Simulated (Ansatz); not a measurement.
Sc:
Space group P6₃/mmc (No. 194); a = b = 3.2296 Å, c = 4.9851 Å, α = β = 90.00°, γ = 120.00°

| atom | site | symmetry | x | y | z |
|---|---|---|---|---|---|
| Sc | 2d | -6m2 | 0.6667 | 0.3333 | 0.2500 |

Relaxed with LDA.

Q: Which orbitals make up the states near the Fermi level in LDA in the plane-wave PAW code Ansatz?

A: Within 0.5 eV of the Fermi level: Sc 3d 87 %, outside the projected shells 8 %. Projections are on Löwdin-orthogonalised atomic valence shells; empty p or d shells of many metals are not among them.

Q: Tabulate the density of states.

A: States/eV per cell of 2 atoms, in 0.25 eV bins, energy from the Fermi level.

```tsv
E (eV)	total	Sc 3d	Sc 4s	Sc 3p
-5.35	0.00	0.00	0.00	0.00
-5.10	0.07	0.00	0.06	0.00
-4.85	0.14	0.00	0.13	0.00
-4.60	0.19	0.00	0.17	0.00
-4.35	0.24	0.00	0.21	0.00
-4.10	0.28	0.01	0.25	0.01
-3.85	0.33	0.01	0.29	0.01
-3.60	0.38	0.02	0.33	0.01
-3.35	0.42	0.04	0.36	0.01
-3.10	0.49	0.06	0.40	0.01
-2.85	0.56	0.10	0.44	0.01
-2.60	0.65	0.15	0.48	0.01
-2.35	0.78	0.23	0.51	0.02
-2.10	0.96	0.37	0.55	0.02
-1.85	1.41	0.75	0.61	0.02
-1.60	1.78	1.16	0.57	0.02
-1.35	1.76	1.26	0.44	0.02
-1.10	2.12	1.68	0.37	0.02
-0.85	2.34	2.02	0.23	0.02
-0.60	2.83	2.61	0.10	0.02
-0.35	3.06	2.67	0.18	0.03
-0.10	3.53	3.07	0.15	0.03
0.15	4.03	3.45	0.18	0.03
0.40	1.80	1.59	0.07	0.01
0.65	1.63	1.41	0.06	0.01
0.90	2.27	2.02	0.06	0.01
1.15	4.59	4.13	0.16	0.02
1.40	5.07	4.43	0.19	0.02
1.65	4.47	4.10	0.15	0.01
1.90	5.02	4.75	0.11	0.01
2.15	3.18	3.03	0.04	0.00
2.40	2.00	1.94	0.01	0.00
2.65	2.06	2.01	0.01	0.00
2.90	2.11	2.07	0.02	0.00
3.15	2.28	2.23	0.02	0.00
3.40	2.66	2.58	0.04	0.00
```

Space group P6_3/mmc (hcp (Mg type)). Symmetry was held in the LDA relaxation. No spin polarisation was allowed. Axis ratios of metals converge slowly with the k-mesh, so a and c are less sure than the volume.

Potentials: the earlier of the program's two PAW sets.
